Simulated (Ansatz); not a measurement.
GaAs:
```
GaAs
1.0
    6.91572     0.00000     0.00000
    0.00000     6.91572     0.00000
    0.00000     0.00000     4.00357
Ga As
4 4
Direct
  0.32404   0.67596   0.00000
  0.67596   0.32404   0.00000
  0.82404   0.82404   0.50000
  0.17596   0.17596   0.50000
  0.31783   0.31783   0.00000
  0.68217   0.68217   0.00000
  0.18217   0.81783   0.50000
  0.81783   0.18217   0.50000
```

Relaxed with PBEsol. Special points in fractions of this cell's reciprocal vectors: Γ (0.000, 0.000, 0.000); X (0.000, 0.500, 0.000); M (0.500, 0.500, 0.000); Z (0.000, 0.000, 0.500); R (0.000, 0.500, 0.500); A (0.500, 0.500, 0.500).

Problem. List the band energies nearest the valence-band maximum at these points for DFT-PBEsol with spin–orbit coupling in the program Ansatz with PAW potentials.

Solution. In eV from the valence-band maximum; about four levels below and three above (degenerate sets whole), none deeper than 8.9 eV; points with the same levels are listed once.

```json
[
 {"k": "Γ", "below": "-0.06 -0.06 0.00 0.00", "above": "0.38 0.38 0.93 0.93"},
 {"k": "X", "below": "-0.79 -0.79 -0.79 -0.79", "above": "1.62 1.62 1.62 1.62"},
 {"k": "M", "below": "-1.38 -1.38 -1.38 -1.38", "above": "1.61 1.61 1.61 1.61"},
 {"k": "Z", "below": "-2.22 -2.22 -2.22 -2.22", "above": "2.14 2.14 2.14 2.14"},
 {"k": "R", "below": "-1.32 -1.32 -1.30 -1.30", "above": "1.55 1.55 1.57 1.57"},
 {"k": "A", "below": "-1.69 -1.69 -1.69 -1.69", "above": "0.52 0.52 0.52 0.52"}
]
```

Space group P4_2/mnm. The start of the workflow was typed in or built on a structure type; neither database checked (COD, Materials Project) lists it. It is not the phase usual at ambient conditions (space group No. 216). Symmetry was held in the PBEsol relaxation; of distortions, only those at the zone centre were tested. The volume moved by 16 % from the start of the relaxation.

Potentials: the later of the program's two PAW sets.
